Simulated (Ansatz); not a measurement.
VH2:
```xyz
3
Lattice="0.0000 2.0937 2.0937 2.0937 0.0000 2.0937 2.0937 2.0937 0.0000" Properties=species:S:1:pos:R:3 pbc="T T T"
V      0.0000     0.0000     0.0000
H      3.1406     3.1406     3.1406
H      1.0469     1.0469     1.0469
```

Relaxed with r²SCAN. Special points in fractions of this cell's reciprocal vectors: Γ (0.000, 0.000, 0.000); X (0.500, 0.000, 0.500); U (0.625, 0.250, 0.625); K (0.375, 0.375, 0.750); L (0.500, 0.500, 0.500); W (0.500, 0.250, 0.750).

Problem. List the band energies nearest the Fermi level at these points for r²SCAN in the plane-wave PAW code Ansatz.

Solution. In eV from the Fermi level; about four levels below and three above (degenerate sets whole), none deeper than 8.9 eV; points with the same levels are listed once.

```
k                    below                above
-  -----------------------  -------------------
Γ        -1.04 -1.04 -1.04       0.80 0.80 0.89
X        -7.11 -6.25 -3.90       1.72 1.79 1.79
U        -7.13 -6.46 -3.09       0.83 1.41 3.09
L  -8.65 -6.22 -0.92 -0.92       1.65 1.65 4.63
W        -6.75 -6.75 -2.90  0.35 1.79 3.71 3.71
```

Space group Fm-3m (fluorite). The first step of the workflow began from a Materials Project structure, measured or hypothetical; the Crystallography Open Database files this formula in space group No. 225, but the cells were not matched. Whether it is the stable phase at ambient conditions was not checked. The cell was relaxed with r²SCAN under the symmetry of its start; its stability against distortions is not shown here. No spin polarisation was allowed.

Potentials: the later of the program's two PAW sets.
